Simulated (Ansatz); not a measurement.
Ti2GeC in space group P6_3/mmc (No. 194; Ti on 4f, Ge on 2d, C on 2a) under volume change, PBEsol in the plane-wave PAW code Ansatz, shape and atoms relaxed at each volume.

```tsv
V (Å³/atom)	E − E(relaxed) (meV/atom)	P (GPa)
11.833	65.3	19.46
12.223	27.4	11.89
12.613	6.5	5.46
13.003	0.0	-0.01
13.393	5.8	-4.64
13.783	22.0	-8.57
14.174	47.0	-11.88
```

**Question.** What does a third-order Birch–Murnaghan fit give for V₀, B₀ and B′?

**Answer.** V₀ = 13.00 Å³/atom, B₀ = 167 GPa, B′ = 4.5.

The first step of the workflow began from a Materials Project structure, measured or hypothetical; the Crystallography Open Database copy checked does not list it. Whether it is the stable phase at ambient conditions was not checked. The cell was relaxed with PBEsol under the symmetry of its start; of distortions, only those at the zone centre were tested. No spin polarisation was allowed.

Potentials: the later of the program's two PAW sets.
